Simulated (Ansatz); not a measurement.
# Mo (bcc type) under strong compression

```
CELL_PARAMETERS angstrom
-1.58065 1.58065 1.58065
1.58065 -1.58065 1.58065
1.58065 1.58065 -1.58065
ATOMIC_POSITIONS crystal
Mo 0.00000 0.00000 0.00000
```

The cell comes from a relaxation on PAW files under the same functional.

Its volume is scaled at fixed shape and fractional positions.

All numbers are PBE results (scalar-relativistic) from Ansatz 0.2.0, with a Γ-centred 17×17×17 k mesh, Fermi–Dirac smearing of 0.08 eV, no spin polarisation. Methods: LAPW: all electrons, basis error target 1 meV/atom; PAW: frozen-core files, cutoff 420 eV; crystal datasets: all electrons, by PAW datasets that the program makes for each cell; norm-conserving: pseudopotentials, cutoff 1088 eV; PAW (cutoff 300 eV): frozen-core files, cutoff 300 eV.

Energies are extrapolated to zero smearing and count from the unscaled cell; pressure is positive in compression; gaps take the mesh and a band path. No temperature or zero-point motion is included.

```
V/V0  V (Å³/atom)  P LAPW (GPa)  ΔE LAPW (eV/atom)  P PAW − LAPW (GPa)  ΔE PAW − LAPW (meV/atom)
1.00        15.80         -0.02              0.000                0.01                       0.0
0.95        15.01         14.80              0.035                0.02                       0.1
0.85        13.43             ?                  ?                   ?                         ?
0.75        11.85         133.4              1.294                0.10                       1.2
0.65        10.27         264.8              3.197                0.12                       2.3
0.55         8.69         499.7              6.843               -0.02                       3.1
0.45         7.11         958.7             13.778               -1.30                      -2.4
0.40         6.32          1371             19.450               -3.61                     -13.9
```

(1) Fit the Vinet equation to the LAPW pressures shown (residuals weighted by 1/(|P| + 0.03·Pmax)), and predict the pressure of the withheld row.

(2) From the table, what is the rise of the enthalpy H = E + pV up to the last row, and how stiff is the crystal between the last two rows?

(3) At the smallest volume, how far do crystal datasets and norm-conserving and PAW (cutoff 300 eV) lie from LAPW in pressure?

(4) How do the Löwdin populations by LAPW change from the unscaled cell to the last row?

## Answers

(1) The fit gives V0 = 15.80 Å³/atom, B0 = 255 GPa and B0′ = 4.29. At 13.43 Å³/atom, x = (V/V0)^(1/3) = 0.9472, and P = 3·B0·(1 − x)/x²·exp[1.5·(B0′ − 1)·(1 − x)] = 58.4 GPa. The run itself gave 58.8 GPa (-0.6 % off) and ΔE = 0.380 eV/atom.

(2) ΔH = 19.450 eV + (1371 GPa × 6.32 Å³ + 0.02 GPa × 15.80 Å³) × 0.006242 eV/(GPa·Å³) = 73.52 eV/atom, of which pV makes 74 %. The mean bulk modulus there is −ΔP/Δln V = 3500 GPa.

(3) crystal datasets: +0.01 GPa; norm-conserving: -2.94 GPa; PAW (cutoff 300 eV): -4.29 GPa, on a LAPW pressure of 1371 GPa.

(4) Mo 4s 1.94 → 1.79, Mo 5s 0.77 → 0.37, Mo 4p 5.99 → 5.80, Mo 4d 5.23 → 5.96 electrons an atom. These are projections on the shells that the free atoms fill; 0.07 e a cell lies outside them at the start and 0.10 e at the end.
